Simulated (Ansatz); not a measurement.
Here is the system:

BaSnF4:
```
CELL_PARAMETERS angstrom
      4.25364     0.00000     0.00000
      0.00000     4.25364     0.00000
      0.00000     0.00000    10.57181
ATOMIC_POSITIONS crystal
  Ba 0.00000 0.50000 0.63592
  Ba 0.50000 0.00000 0.36408
  Sn 0.00000 0.50000 0.11859
  Sn 0.50000 0.00000 0.88141
  F  0.00000 0.00000 0.81815
  F  0.50000 0.50000 0.81815
  F  0.50000 0.50000 0.18185
  F  0.00000 0.00000 0.18185
  F  0.00000 0.00000 0.50000
  F  0.50000 0.50000 0.50000
  F  0.00000 0.50000 0.31429
  F  0.50000 0.00000 0.68571
```

This is the LDA-relaxed structure. Cartesian axes are those of the cell as given.

Problem. All from DFT-LDA in the program Ansatz with PAW potentials, unless another level is named. Give the Debye temperature from the elastic constants.

Solution. 239 K.

Problem. Give the elastic constants (relaxed ions, GPa).

Solution. C11 = 113, C12 = -2.4, C13 = 25.8, C33 = 34.6, C44 = 14.3, C66 = 13.4.

Space group P4/nmm. The first step of the workflow began from a Materials Project structure, measured or hypothetical; the Crystallography Open Database copy checked does not list it. Whether it is the stable phase at ambient conditions was not checked. The cell was relaxed with LDA under the symmetry of its start; whether a distortion lowers the energy is not shown. A crystal of weakly bound layers computed without a dispersion correction: the cell and the soft elastic constants depend strongly on that. Spin–orbit coupling is left out wherever it is not named.

Potentials: the later of the program's two PAW sets.
